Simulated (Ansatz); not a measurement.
Input:

B2O:
```cif
data_B4O2
_chemical_formula_sum 'B4 O2'
_space_group_name_H-M_alt 'P 1'
_space_group_IT_number 1
_cell_length_a 2.49071
_cell_length_b 2.49071
_cell_length_c 9.55952
_cell_angle_alpha 90.000
_cell_angle_beta 90.000
_cell_angle_gamma 120.000
loop_
_space_group_symop_operation_xyz
  'x, y, z'
loop_
_atom_site_label
_atom_site_type_symbol
_atom_site_fract_x
_atom_site_fract_y
_atom_site_fract_z
_atom_site_occupancy
B1 B 0.00000 0.00000 0.40875 1
B2 B 0.00000 0.00000 0.59125 1
B3 B 0.66667 0.33333 0.03513 1
B4 B 0.33333 0.66667 0.96487 1
O1 O 0.66667 0.33333 0.35173 1
O2 O 0.33333 0.66667 0.64827 1
```

This is the LDA-relaxed structure.

Task: All from LDA in the plane-wave PAW code Ansatz, unless another level is named. Give the electronic character.

Result: metallic (no gap).

Task: Predict the formation energy from the elements (no fitted shifts).

Result: -529 meV/atom.

Task: And the density of states at the Fermi level?

Result: 0.18 states/eV per atom (mean over ±0.08 eV).

Space group P-3m1. The workflow started from an entry of the Crystallography Open Database (COD). Its standing as an ambient phase is unchecked. Symmetry was held in the LDA relaxation. At this level the phase is mechanically unstable. A crystal of weakly bound layers computed without a dispersion correction: the cell and the soft elastic constants depend strongly on that. The references are the lowest solids computed at this level, not always the standard phases (solids in place of the gases).

Potentials: the later of the program's two PAW sets.
